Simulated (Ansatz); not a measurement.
Cell and atoms are relaxed with the symmetry kept. Start:

```
P
1.0
     1.65830   -5.15220    0.00000
     1.65830    5.15220    0.00000
     0.00000    0.00000    4.19784
P
4
Direct
  0.89486 0.10514 0.07296
  0.60514 0.39486 0.57296
  0.10514 0.89486 0.92704
  0.39486 0.60514 0.42704
```

Theory: DFT PBEsol, scalar-relativistic, plane waves, PAW in Ansatz.

Plane waves to 420 eV, a k mesh through Γ of 14×14×10 on the computed 4-atom cell and Gaussian smearing (0.10 eV); no spin polarisation.

Question: What does it relax to?

Answer: The volume goes down by 0.01 Å³/atom to 17.92 Å³/atom, and the energy changes by under 0.1 meV/atom. Final structure:
```xyz
4
Lattice="1.6584 -5.1458 0.0000 1.6584 5.1458 0.0000 0.0000 0.0000 4.1993" Properties=species:S:1:pos:R:3 pbc="T T T"
P     1.6584   -4.0625    0.3066
P     1.6584   -1.0832    2.4062
P     1.6584    4.0625    3.8927
P     1.6584    1.0832    1.7931
```

The cell holds layers, and where no dispersion correction was added their binding is poorly described.